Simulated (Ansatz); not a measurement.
CO in its lowest state found on the top face of a (111) slab of TiN (Fm-3m (No. 225)), 9 planes, outer planes N (top) and N (bottom); 1 a cell of 7.65 Å², its atoms last:

```xyz
11
Lattice="2.9726 0.0000 0.0000 -1.4863 2.5744 0.0000 0.0000 0.0000 29.8586" Properties=species:S:1:pos:R:3 pbc="T T T"
N     0.0000    1.7162    8.5000
Ti    1.4863    0.8581    9.7136
N     0.0000    0.0000   10.9271
Ti    0.0000    1.7162   12.1407
N     1.4863    0.8587   13.3593
Ti    0.0000   -0.0009   14.6056
N     0.0000    1.7152   15.7983
Ti    1.4863    0.8636   16.9085
N     0.0000   -0.0512   18.2751
C     0.0000    0.3272   19.4450
O     0.0000    0.7490   20.5347
```

These are results of Ansatz 0.2.0, DFT PBEsol, scalar-relativistic, plane waves, PAW, not measurements. Cutoff 420 eV; k points 12×12×1 on the computed 11-atom cell (Γ-centred); Gaussian smearing, width 0.10 eV; no spin polarisation. A dipole correction removes the field between periodic images along c.

The clean top face has a work function of 7.02 eV. Adsorption changes the slab's dipole along +c by Δp = +0.0715 e·Å a cell (+0.34 D an adsorbate).

(1) What change of work function does the Helmholtz equation give?

(2) How does that compare with the calculation?

(3) What does the sign say about the electrons?

Spin polarisation was left out, and a magnetic state may lie lower.

## Answers

(1) A sheet of dipoles makes a step in an electron's potential energy of −e·Δp/(ε0·A), and e/ε0 = 180.95 eV·Å for Δp in e·Å: −180.95 × (0.0715)/7.65 = -1.69 eV. This is the change of φ(top) − φ(bottom). If the bottom face is unmoved, φ(top) becomes 5.33 eV.

(2) φ(top) changes by -1.74 eV and φ(bottom) by -0.05 eV, so their difference changes by -1.69 eV. The slab is thin enough for the adsorbate to shift the Fermi level against the bottom face too.

(3) The change of dipole points out of the surface, so the work function falls. The molecule's own dipole can set this sign. Δp also holds the adsorbate's own dipole and the moves of the surface atoms, so it isn't a charge transfer alone.